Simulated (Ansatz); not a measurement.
## Structure types of Sc compared at 58 GPa

Structure types of Sc are relaxed in primitive cells with their symmetry kept at 58 GPa, first on PAW files, then by LAPW. The enthalpy is E + pV at zero temperature, without zero-point motion. Only the types listed were tried, and differences under about 5 meV/atom are mesh noise. The real phase may be another.

Level of theory: DFT with PBEsol, scalar-relativistic, in Ansatz 0.2.0; Fermi–Dirac smearing of 0.05 eV, no spin polarisation. LAPW: all electrons, basis error target 0.5 meV/atom; PAW: frozen-core files, cutoff 420 eV.

k meshes: fcc 17×17×17, bcc 18×18×18, hcp 16×16×9, simple hexagonal 17×17×15, diamond 13×13×13, sc 15×15×15.

The PAW files were made under PBE.

Q: Which type is lowest in enthalpy, and by how much?

A: fcc, 26 meV/atom below hcp. The whole table:

| start type | ends as | a, b, c (Å) | V (Å³/atom) | H − H(lowest), LAPW (meV/atom) | same, PAW |
| --- | --- | --- | --- | --- | --- |
| fcc | fcc, Fm-3m | 3.849, 3.849, 3.849 | 14.25 | 0.0 | 0.0 |
| bcc | bcc, Im-3m | 3.060, 3.060, 3.060 | 14.33 | 141.2 | 141.0 |
| hcp | hcp, P6_3/mmc | 2.768, 2.768, 4.340 | 14.40 | 26.3 | 26.2 |
| simple hexagonal | simple hexagonal, P6/mmm | 2.582, 2.582, 2.398 | 13.85 | 293.4 | 294.2 |
| diamond | diamond, Fd-3m | 4.712, 4.712, 4.712 | 13.08 | 1459.4 | 1459.1 |
| sc | sc, Pm-3m | 2.379, 2.379, 2.379 | 13.47 | 533.2 | 534.8 |

Q: Split the lead of fcc over hcp into energy and pV.

A: For hcp less fcc: ΔE = -26.3 meV/atom, and p·ΔV = 58 GPa × +0.1452 Å³ × 6.242 meV/(GPa·Å³) = +52.6 meV/atom, together 26.3 meV/atom. fcc wins by its smaller volume, against the internal energy.
